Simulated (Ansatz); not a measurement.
A geometry of Hf away from equilibrium: step 2 of the relaxation of a relaxed Hf cell with every coordinate shifted by Gaussian noise of σ = 0.3 Å. Calculation: PBEsol (plane waves to 420 eV, PAW, scalar-relativistic; Ansatz, a quantum-chemistry and plane-wave program). Γ-centred k-mesh 12×12×7 on the run's cell (coarser than for final values), Fermi–Dirac smearing 0.05 eV. The plane waves were selected for a different cell earlier on the path.

```
Hf
1.0
    3.05272     0.00270    -0.00130
   -1.52402     2.73211     0.01075
   -0.00206     0.01845     4.93195
Hf
2
Cartesian
 -0.45973   1.77711   3.36932
  1.21056   0.47805   0.89358
```

### Question
What forces act on the atoms (eV/Å)?

### Answer
```
atom     Fx     Fy     Fz
----  -----  -----  -----
Hf1    0.17  -0.50   0.02
Hf2   -0.17   0.50  -0.02
```

The path ends in P6₃/mmc (No. 194) (hcp (Mg type)). No spin polarisation in the result.

The run could not lose the symmetry of its start.
